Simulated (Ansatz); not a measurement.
## NbCd₃: pressure against volume

NbCd₃, Pm-3m, a = 4.272 Å. The structure is a COD entry; whether it is the stable form wasn't checked. Ansatz: r2SCAN, PAW, 500 eV, Γ-centred 10×10×10 mesh on 4 atoms, Gaussian smearing 0.10 eV; no spin polarisation. Symmetry fixes shape and atoms, so the cell is only scaled; pressure is positive in compression.

```
V (Å³/atom) P (GPa)
     18.323     7.52
     18.908     3.41
     19.493    -0.02
     20.078    -2.89
     20.662        ?
```

Question: Take V0 = 19.493 Å³/atom, count pressures from its P0 = -0.02 GPa, fit the third-order Birch–Murnaghan form to the other rows, and predict the missing pressure.

Answer: With the Eulerian strain f = ½[(V0/V)^(2/3) − 1] and y = (P − P0)/[3f(1 + 2f)^(5/2)], the form is the line y = B0 + 1.5 B0 (B0′ − 4) f. Rows (f, y): 0.02106, 107.6; 0.01026, 105.9; -0.00976, 103.0. Means f = 0.007187, y = 105.50; Σ(Δf)² = 0.0004891, ΣΔfΔy = 0.07273; the slope is their ratio. y = 104.4 + 148.7 f GPa, so B0 = 104.4 GPa and B0′ = 4 + 2 × (148.7)/(3 × 104.4) = 4.95. At V = 20.662, f = -0.01904, y = 101.57 and P = -5.28 GPa. The run gave -5.29 GPa, so the fit is 0.01 GPa too high, a small miss on the scale of the series. The form still works here, 33 % of the fitted range beyond its end.